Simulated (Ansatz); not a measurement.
**Guessed and relaxed cells of P2Se2O**

The cell of P2Se2O is invented: random cell by space group and Wyckoff sites (P4mm, No. 99). Lengths were set from tabulated atomic sizes, so they are only a guess.

start:

Space group P4mm (No. 99). a = 3.744 Å, b = 3.744 Å, c = 4.545 Å, α = 90.00°, β = 90.00°, γ = 90.00°
| atom | site | symmetry | x | y | z |
| --- | --- | --- | --- | --- | --- |
| P | 1b | 4mm | 0.5000 | 0.5000 | 0.0352 |
| P | 1a | 4mm | 0.0000 | 0.0000 | 0.9328 |
| Se | 1b | 4mm | 0.5000 | 0.5000 | 0.4854 |
| Se | 1a | 4mm | 0.0000 | 0.0000 | 0.2930 |
| O | 1a | 4mm | 0.0000 | 0.0000 | 0.5820 |

Computed with DFT PBE+D3(BJ), scalar-relativistic, plane waves, PAW in Ansatz 0.2.0. Cutoff 420 eV, Gaussian smearing, Γ-centred meshes. Cell and atoms relax first on a coarse mesh and then on a finer one. In between, the cell is made exact in the group found at 0.06 Å. In metals the finer mesh still leaves noise of several meV/atom or more. The steps can't lower the symmetry of their start. No spin polarisation in the relaxation; trial moments died out in a coarse test.

end:

Space group P4mm (No. 99). a = 3.673 Å, b = 3.673 Å, c = 7.900 Å, α = 90.00°, β = 90.00°, γ = 90.00°
```json
{"atom": "P", "site": "1b", "symmetry": "4mm", "x": "0.5000", "y": "0.5000", "z": "0.9994"}
{"atom": "P", "site": "1a", "symmetry": "4mm", "x": "0.0000", "y": "0.0000", "z": "0.9414"}
{"atom": "Se", "site": "1b", "symmetry": "4mm", "x": "0.5000", "y": "0.5000", "z": "0.2854"}
{"atom": "Se", "site": "1a", "symmetry": "4mm", "x": "0.0000", "y": "0.0000", "z": "0.3505"}
{"atom": "O", "site": "1a", "symmetry": "4mm", "x": "0.0000", "y": "0.0000", "z": "0.7518"}
```

The symmetry stays P4mm (No. 99). The volume per atom grows by 67.2 %, from 12.7 to 21.3 Å³. The shortest distance goes from 1.31 Å (Se–O) to 1.50 Å (P–O). The ratio c/a of the conventional cell changes by a factor of 1.77. The energy falls by about 3.8 eV/atom (the start's value is from the coarse mesh). The end is written in a standard setting, so origin, axes and order of atoms can differ from the start's.

| Property | Result |
| --- | --- |
| Volume per atom | 21.3 Å³ |
| Density | 3.7 g/cm³ |
| Formation energy | −0.19 eV/atom |
| Gap on the 10×10×6 mesh of the 5-atom cell | 0 eV (the bands overlap slightly) |

Formation energies are uncorrected and refer to the elements' standard structures at the same level (O₂ as a molecule). The references include black phosphorus.

The last run used Gaussian smearing of 0.10 eV. The zero gap may come from the functional, which often closes small gaps, or the cell may be a true semimetal. A structure relaxed within its symmetry needn't be a true minimum. In all, the 4 runs took 4.4 min on 1 thread of Intel(R) Xeon(R) Processor @ 2.70GHz, with other jobs on the host. Another cell of P2Se2O relaxed alike, in I4/mmm, lies 120 meV/atom lower, so this cell isn't the stable form at this level.
